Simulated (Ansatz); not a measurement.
HgS (wurtzite, P6_3mc) at seven volumes, PBEsol (plane waves, PAW; program Ansatz), shape and atoms relaxed at each. One row is withheld.

```json
[
 {"V (Å³/atom)": "23.083", "P (GPa)": "?"},
 {"V (Å³/atom)": "23.844", "P (GPa)": "4.31"},
 {"V (Å³/atom)": "24.605", "P (GPa)": "1.96"},
 {"V (Å³/atom)": "25.366", "P (GPa)": "0.00"},
 {"V (Å³/atom)": "26.127", "P (GPa)": "-1.65"},
 {"V (Å³/atom)": "26.888", "P (GPa)": "-3.02"},
 {"V (Å³/atom)": "27.649", "P (GPa)": "-4.17"}
]
```

Question: Fit the shown pressures and predict the withheld one.

Answer: P = (3/2)B₀(x^(7/2) − x^(5/2))[1 + (3/4)(B′ − 4)(x − 1)] with x = (V₀/V)^(2/3). Least squares on the six rows gives V₀ = 25.365 Å³/atom, B₀ = 59.8 GPa, B′ = 4.94. At V = 23.083, x = 1.0649 and P = 7.12 GPa. The run itself gave 7.11 GPa.

The first step of the workflow began from a Materials Project structure, measured or hypothetical; the Crystallography Open Database copy checked does not list it. COD files the formula under space group No. 152, 154, 166, 216, so this cell is another polymorph or a model. Its standing as an ambient phase is unchecked. Symmetry was held in the PBEsol relaxation; whether a distortion lowers the energy is not shown. Spin–orbit coupling is left out wherever it is not named.

Potentials: the later of the program's two PAW sets.
